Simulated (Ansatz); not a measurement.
Ag:
```yaml
crystal:
  lattice:
    - [0.00000, 3.04915, 3.04915]
    - [3.04915, 0.00000, 3.04915]
    - [3.04915, 3.04915, 0.00000]
  atoms:
    - { symbol: Ag, position: [0.00000, 0.00000, 0.00000] }
    - { symbol: Ag, position: [0.25000, 0.25000, 0.25000] }
```

Relaxed with r²SCAN. Special points in fractions of this cell's reciprocal vectors: Γ (0.000, 0.000, 0.000); X (0.500, 0.000, 0.500); U (0.625, 0.250, 0.625); K (0.375, 0.375, 0.750); L (0.500, 0.500, 0.500); W (0.500, 0.250, 0.750).

Q: List the band energies nearest the Fermi level at these points for the program Ansatz at the r²SCAN with spin–orbit coupling level (PAW).

A: In eV from the Fermi level; about four levels below and three above (degenerate sets whole), none deeper than 8.9 eV; points with the same levels are listed once.

```csv
k,below,above
Γ,-3.02 -3.02 -3.02 -3.02,8.71 8.71 9.26 9.26 9.26 9.26
X,-2.94 -2.94 -2.94 -2.94,0.05 0.05 0.05 0.05
U,-2.77 -2.77 -0.04 -0.04,0.53 0.53 1.70 1.70
L,-1.03 -1.03 -0.77 -0.77,6.32 6.32 6.68 6.68
W,-2.87 -2.87 -2.74 -2.74,0.41 0.41 0.47 0.47
```

Space group Fd-3m (diamond). The start of the workflow was typed in or built on a structure type; neither database checked (COD, Materials Project) lists it. It is not the phase usual at ambient conditions (space group No. 225). Symmetry was held in the r²SCAN relaxation. At this level the phase is mechanically unstable. No spin polarisation was allowed.

Potentials: the earlier of the program's two PAW sets.
